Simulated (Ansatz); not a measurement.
Ca:
```yaml
crystal:
  lattice:
    - [0.00000, 2.78333, 2.78333]
    - [2.78333, 0.00000, 2.78333]
    - [2.78333, 2.78333, 0.00000]
  atoms:
    - { symbol: Ca, position: [0.00000, 0.00000, 0.00000] }
```

Relaxed with r²SCAN. Special points in fractions of this cell's reciprocal vectors: Γ (0.000, 0.000, 0.000); X (0.500, 0.000, 0.500); U (0.625, 0.250, 0.625); K (0.375, 0.375, 0.750); L (0.500, 0.500, 0.500); W (0.500, 0.250, 0.750).

Q: List the band energies nearest the Fermi level at these points for the program Ansatz at the r²SCAN level (PAW).

A: In eV from the Fermi level; about four levels below and three above (degenerate sets whole), none deeper than 8.9 eV; points with the same levels are listed once.

| k | below | above |
|---|---|---|
| Γ | -4.25 | 2.67 2.67 2.67 |
| X | -0.38 | 0.77 0.90 4.46 |
| U | – | 0.07 0.56 0.84 |
| L | -0.94 -0.30 | 2.53 2.53 4.47 4.47 |
| W | – | 0.27 0.77 0.77 |

Space group Fm-3m (fcc (Cu type)). The cell was relaxed with r²SCAN under the symmetry of its start.

Potentials: the earlier of the program's two PAW sets.
